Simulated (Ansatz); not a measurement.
This ScCuC₄N₄ structure is the end of a relaxation. The cell was found from a structure generator's guess, not taken from experiment.

All numbers below come from Ansatz, DFT PBE, scalar-relativistic, plane waves, PAW. Cutoff 420 eV, Γ-centred mesh, Gaussian smearing, no spin polarisation.

```cif
data_structure
_symmetry_space_group_name_H-M 'P 1'
_symmetry_Int_Tables_number 1
_cell_length_a 5.9775
_cell_length_b 5.9775
_cell_length_c 5.9775
_cell_angle_alpha 90.000
_cell_angle_beta 90.000
_cell_angle_gamma 90.000
_cell_volume 213.58
loop_
_atom_site_label
_atom_site_type_symbol
_atom_site_fract_x
_atom_site_fract_y
_atom_site_fract_z
_atom_site_occupancy
Sc1 Sc 0.50000 0.50000 0.50000 1
Cu1 Cu 0.00000 0.00000 0.00000 1
C1 C 0.18539 0.18539 0.18539 1
C2 C 0.18539 0.81461 0.81461 1
C3 C 0.81461 0.18539 0.81461 1
C4 C 0.81461 0.81461 0.18539 1
N1 N 0.29929 0.29929 0.29929 1
N2 N 0.29929 0.70071 0.70071 1
N3 N 0.70071 0.29929 0.70071 1
N4 N 0.70071 0.70071 0.29929 1
```

Energies over the elements count from the elements' standard structures at the same level (N₂ as a molecule), with no fitted energy shifts.

Question: What space group does it have?

Answer: P-43m (No. 215). Conventional cell: a = 5.978 Å. Sc has 4 N at 2.08 Å; Cu has 4 C at 1.92 Å; C is surrounded by 1 N at 1.18 Å and 1 Cu at 1.92 Å; N has 1 C at 1.18 Å and 1 Sc at 2.08 Å.

Question: What is its formation energy per atom?

Answer: −0.016 eV/atom. The formation energy is too near zero to say whether this cell lies below the elements.

Question: Is it a metal?

Answer: No, the gap on the 4×4×4 mesh is 2.63 eV.

Question: From what recipe could a structure generator have reached it?

Answer: One such recipe: two interpenetrating cyanide-bridged diamond nets (P-43m, No. 215). Other recipes can lead to the same cell.

The last run used a 4×4×4 mesh for its 10-atom cell and Gaussian smearing of 0.02 eV. Kohn–Sham gaps at this level usually fall short of measured ones. The reference form of C is held partly by dispersion forces, which this level lacks. Symmetry constrained the relaxation, so the result can be a saddle point.
